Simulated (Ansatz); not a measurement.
# MgO (Fm-3m): elasticity against pressure

```yaml
crystal:
  lattice:
    - [0.00000, 2.10217, 2.10217]
    - [2.10217, 0.00000, 2.10217]
    - [2.10217, 2.10217, 0.00000]
  atoms:
    - { symbol: Mg, position: [0.00000, 0.00000, 0.00000] }
    - { symbol: O, position: [0.50000, 0.50000, 0.50000] }
```

This is the zero-pressure cell. At each pressure cell and atoms are relaxed in this structure, and the constants are slopes of the stress at strains of ±0.005 with relaxed ions (the coefficients that govern stability under load). Level: r²SCAN, PAW on Ansatz 0.2.0's default frozen-core files (fitted under PBE), scalar-relativistic; k mesh 10×10×10, strains of ±0.005, fixed occupations, cutoff 500 eV. P is the pressure of the relaxed cell, less that of this one.

```csv
P (GPa),V/V₀,C11 (GPa),C12 (GPa),C44 (GPa)
0.00,1.0000,311.1,94.7,156.7
0.99,?,?,?,?
2.01,0.9883,329.2,97.9,158.7
4.00,0.9774,346.9,101.0,160.7
7.00,0.9620,373.4,105.6,163.4
10.00,0.9477,399.5,110.1,166.1
14.99,0.9261,442.4,117.5,170.2
```

**Question.** Does the bulk modulus from the constants agree with the pressure-volume curve?

**Answer.** A third-order Birch-Murnaghan fit to the volumes shown (F against f, f = [(V₀/V)^(2/3) − 1]/2) gives B₀ = 166.8 GPa and B′ = 4.1. Its −V dP/dV stands beside (C11 + 2C12)/3:

```csv
P (GPa),from P(V),from the constants
0.00,166.8,166.9
2.01,174.9,175.0
4.00,182.9,183.0
7.00,194.8,194.9
10.00,206.5,206.6
14.99,225.7,225.8
```

**Question.** What are the pressure derivatives at zero pressure?

**Answer.** Slopes at V₀ of quadratic fits in −ln(V/V₀) through the first four rows shown, divided by B₀: dC11/dP = 9.1, dC12/dP = 1.6, dC44/dP = 1.1. The mean slopes up to 4.0 GPa are 9.0, 1.6, 1.0; curvature and scatter of the constants part the two. The combination (dC11/dP + 2 dC12/dP)/3 = 4.1 stands against B′.

**Question.** Fill the row at 0.99 GPa.

**Answer.** Cubic fits in −ln(V/V₀) through all rows shown give C11 = 320.1, C12 = 96.3, C44 = 157.7 GPa. Computed: V/V₀ = 0.9941, C11 (GPa) = 320.1, C12 (GPa) = 96.3, C44 (GPa) = 157.7.

**Question.** Does a shear stiffness soften?

**Answer.** C44 goes from 156.7 to 170.2 GPa; (C11 − C12)/2 goes from 108.2 to 162.4 GPa. Neither ends more than 3 % under its start, and the lattice stays mechanically stable over this range.

Known limits: no other phase was computed; many crystals of this kind change structure within this range, and rows or crossings beyond such a change describe a metastable lattice; frozen-core PAW files fitted under PBE, their cores solved anew for the functional of the run; phonons weren't checked at these pressures.
